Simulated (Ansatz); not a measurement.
ZrGe₂:
```xyz
3
Lattice="-1.7276 1.7276 4.6278 1.7276 -1.7276 4.6278 1.7276 1.7276 -4.6278" Properties=species:S:1:pos:R:3 pbc="T T T"
Zr     0.0000     0.0000     0.0000
Ge     0.0000     0.0000     2.9918
Ge     0.0000     0.0000     6.2639
```

Relaxed with PBE. Special points in fractions of this cell's reciprocal vectors: Γ (0.000, 0.000, 0.000); X (0.000, 0.000, 0.500); P (0.250, 0.250, 0.250); N (0.000, 0.500, 0.000); M (0.500, 0.500, -0.500); S (0.285, 0.715, -0.285); S0 (-0.285, 0.285, 0.285); R (-0.070, 0.070, 0.500); G (0.500, 0.500, -0.070).

Problem. List the band energies nearest the Fermi level at these points for plane-wave PAW PBE (Ansatz code).

Solution. In eV from the Fermi level; about four levels below and three above (degenerate sets whole), none deeper than 8.9 eV; points with the same levels are listed once.

| k | below | above |
|---|---|---|
| Γ | -4.10 -0.92 -0.92 -0.66 | 2.21 3.17 4.57 |
| X | -4.78 -4.12 -2.74 -1.20 | 0.43 1.87 3.31 |
| P | -4.50 -4.50 -2.00 -0.41 -0.41 | 0.12 4.66 4.94 4.94 |
| N | -8.68 -3.46 -3.11 -0.69 | 0.04 2.11 3.28 |
| M | -8.17 -0.87 -0.30 | 0.20 0.20 1.51 1.51 |
| S | -8.15 -4.73 -1.66 -0.67 | 0.01 2.14 3.15 |
| R | -4.02 -3.68 -2.80 -1.11 | 0.17 1.51 3.29 |

Space group I4/mmm (MoSi2 or CaC2 type). The cell is a constructed one: a structure type filled with these elements; neither database checked (COD, Materials Project) lists it. COD files the formula under space group No. 63, so this cell is another polymorph or a model. Its standing as an ambient phase is unchecked. The PBE relaxation kept the symmetry of its start; whether a distortion lowers the energy is not shown. The run is not spin-polarised. Spin–orbit coupling is left out wherever it is not named.

Potentials: the later of the program's two PAW sets.
